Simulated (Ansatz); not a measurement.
# Does this entry for Ca2Nb2O6F lie near equilibrium?

The cell is a structure deposited in the COD.

Space group Fd-3m:1 (No. 227); a = 10.4280 Å.

| site | Wyckoff | site symmetry | x | y | z |
| --- | --- | --- | --- | --- | --- |
| Ca | 16d | .-3m | 0.1250 | 0.1250 | 0.6250 |
| Nb | 16c | .-3m | 0.6250 | 0.6250 | 0.1250 |
| O | 48f | 2.mm | 0.3220 | 0.5000 | 0.0000 |
| F | 8b | -43m | 0.0000 | 0.0000 | 0.5000 |

One atom of each set is listed; the run and its k-mesh use a cell of 22 atoms with edges of 7.37, 7.37, 7.37 Å.

Computed with Ansatz: DFT, PBE, plane waves and PAW, scalar-relativistic, 420 eV cutoff, Γ-centred 6×6×6 k-points, Fermi–Dirac smearing 0.05 eV.

Q: Do the atoms and the cell lie near the calculated equilibrium?

A: No. The largest force is 3.2 eV/Å, on atom 11 (O: 2 Nb at 1.92 Å, angle 147°; also 2 Ca at 2.76 Å), and the pressure is 19.6 GPa. Such values can come from a cell under pressure, imprecise or misplaced coordinates, missing atoms or a wrong setting of the space group; the run alone doesn't tell which, and gradients calculated on this entry can't be taken for those of the compound at ambient conditions.
